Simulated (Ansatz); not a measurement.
What a trial cell of ScTa₃V relaxes into

These are results of DFT r2SCAN, scalar-relativistic, plane waves, PAW (Ansatz), not measurements. Cutoff 500 eV, Γ-centred k mesh, Gaussian smearing, collinear spin, first started from parallel moments.

The start puts ScTa₃V on the cubic perovskite structure type (Pm-3m, No. 221), with V in place of Sr, Sc in place of Ti, Ta in place of O, at a guessed volume.

```xyz
5
Lattice="4.2719 0.0000 0.0000 0.0000 4.2719 0.0000 0.0000 0.0000 4.2719" Properties=species:S:1:pos:R:3 pbc="T T T"
Sc    2.1360    2.1360    2.1360
Ta    0.0000    2.1360    2.1360
Ta    2.1360    0.0000    2.1360
Ta    2.1360    2.1360    0.0000
V     0.0000    0.0000    0.0000
```

Cell and atoms relax at zero pressure; the relaxation can't lower the symmetry of the start. After a coarse first stage the cell is made exact in the group found at 0.06 Å.

(1) Which crystal results?

(2) What are its volume, gap and moment?

## Answers

(1) It keeps Pm-3m (No. 221). The result still has the cubic perovskite structure. Conventional cell: a = 4.703 Å. Around Sc lie 6 Ta at 2.35 Å; Ta is coordinated by 2 Sc at 2.35 Å; around V lie 12 Ta at 3.33 Å.

```cif
data_structure
_symmetry_space_group_name_H-M 'Pm-3m'
_symmetry_Int_Tables_number 221
_cell_length_a 4.7035
_cell_length_b 4.7035
_cell_length_c 4.7035
_cell_angle_alpha 90.000
_cell_angle_beta 90.000
_cell_angle_gamma 90.000
_cell_volume 104.05
loop_
_atom_site_label
_atom_site_type_symbol
_atom_site_symmetry_multiplicity
_atom_site_Wyckoff_symbol
_atom_site_fract_x
_atom_site_fract_y
_atom_site_fract_z
_atom_site_occupancy
Sc1 Sc 1 b 0.50000 0.50000 0.50000 1
Ta1 Ta 3 c 0.00000 0.50000 0.50000 1
V1 V 1 a 0.00000 0.00000 0.00000 1
```

(2) The volume per atom is 20.81 Å³ and the density is 10.19 g/cm³. The gap on the 8×8×8 mesh is 0 eV (a metal). The net moment per atom is 0.36 μB. The largest site moment is 2.80 μB.

The final run used a 8×8×8 mesh on its 5-atom cell and 0.10 eV smearing. Spin–orbit coupling is left out. The magnetic state reached may not be the lowest. A structure relaxed within its symmetry needn't be a true minimum. The steps took of the order of 6 core-minutes in all.